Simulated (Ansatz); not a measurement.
# Bands of ZrSi₂

```
Zr Si
1.0
     1.85300   -7.36750    0.00000
     1.85300    7.36750    0.00000
     0.00000    0.00000    3.67200
Zr Si
2 4
Cartesian
  1.8530 -5.8144 2.7540
  1.8530 5.8144 0.9180
  1.8530 -0.7692 2.7540
  1.8530 0.7692 0.9180
  1.8530 3.6896 2.7540
  1.8530 -3.6896 0.9180
```

Atoms are numbered in the order listed.

The cell is COD entry 1532424, as deposited and not checked against the literature; nothing was relaxed.

These are results of DFT, PBE, all-electron LAPW, scalar-relativistic in Ansatz 0.2.0, not measurements.

Sampling and basis: a Γ-centred 8×8×8 k mesh, Fermi–Dirac smearing of 0.03 eV, basis error target 1 meV/atom, no spin polarisation.

Points in fractions of the reciprocal vectors of this cell: Γ (0, 0, 0), Y (-0.5, 0.5, 0), C0 (-0.266, 0.734, 0), Σ0 (0.266, 0.266, 0), Z (0, 0, 0.5), A0 (0.266, 0.266, 0.5), E0 (-0.266, 0.734, 0.5), T (-0.5, 0.5, 0.5). The path joins them by straight lines in the order Γ–Y–C0–Σ0–Γ–Z–A0–E0–T; legs that retrace an earlier one aren't tabulated. Energies are in eV from the Fermi level.

**Question.** Metal or insulator at this level of theory?

**Answer.** No gap opens: metallic or semimetallic.

**Question.** Tabulate bands 49 to 55, counted from the lowest band of the run, along the path.

**Answer.** 
```tsv
k (1/Å)	point	band 49	band 50	band 51	band 52	band 53	band 54	band 55
0.00	Γ	-2.47	-2.41	-2.37	-0.13	1.08	1.36	1.37
0.11		-2.40	-2.40	-2.06	-0.16	1.06	1.37	1.50
0.21		-2.48	-2.21	-1.64	-0.13	1.03	1.40	1.48
0.32		-2.59	-2.05	-1.50	0.10	1.00	1.20	1.42
0.43	Y	-2.66	-1.98	-1.49	0.28	0.99	1.10	1.44
0.62		-2.55	-1.98	-0.83	0.35	0.48	0.81	0.89
0.82		-2.25	-1.62	-0.57	0.07	0.12	0.14	0.78
1.02		-1.85	-1.22	-1.18	-0.35	-0.10	0.70	1.12
1.22	C0	-1.61	-1.51	-0.96	-0.68	-0.16	0.85	1.04
1.33		-1.74	-1.49	-0.93	-0.67	-0.25	0.83	0.96
1.44		-1.87	-1.50	-0.90	-0.48	-0.48	0.83	0.90
1.55		-1.74	-1.49	-0.93	-0.67	-0.25	0.83	0.96
1.66	Σ0	-1.61	-1.51	-0.96	-0.68	-0.16	0.85	1.04
1.89		-1.97	-1.57	-1.22	-1.13	0.45	0.57	1.36
2.11		-2.29	-2.27	-1.59	-0.45	0.45	0.85	1.20
2.34		-2.47	-2.20	-1.92	0.31	0.58	1.21	1.39
2.56	Γ	-2.47	-2.41	-2.37	-0.13	1.08	1.36	1.37
2.78		-2.38	-2.21	-1.64	0.29	0.50	0.71	0.96
2.99		-2.28	-2.05	-0.74	-0.55	-0.04	0.53	1.48
3.20		-2.00	-1.99	-0.70	-0.30	0.15	0.43	1.58
3.42	Z	-1.94	-1.94	-0.10	-0.10	0.07	0.07	1.48
3.64		-2.22	-2.22	-1.11	-1.11	0.20	0.20	1.98
3.87		-3.05	-3.05	-1.83	-1.83	0.53	0.53	3.08
4.09		-3.24	-3.24	-2.13	-2.13	1.49	1.49	3.14
4.32	A0	-3.29	-3.29	-2.18	-2.18	2.06	2.06	2.91
4.43		-3.29	-3.29	-2.17	-2.17	2.10	2.10	2.99
4.54		-3.29	-3.29	-2.16	-2.16	2.13	2.13	3.06
4.65		-3.29	-3.29	-2.17	-2.17	2.10	2.10	2.99
4.76	E0	-3.29	-3.29	-2.18	-2.18	2.06	2.06	2.91
4.96		-3.12	-3.12	-2.38	-2.38	1.89	1.89	2.47
5.16		-2.80	-2.80	-2.56	-2.56	1.83	1.83	2.18
5.35		-2.54	-2.54	-1.79	-1.79	0.88	0.88	2.44
5.55	T	-2.25	-2.25	-0.95	-0.95	0.00	0.00	2.25
```
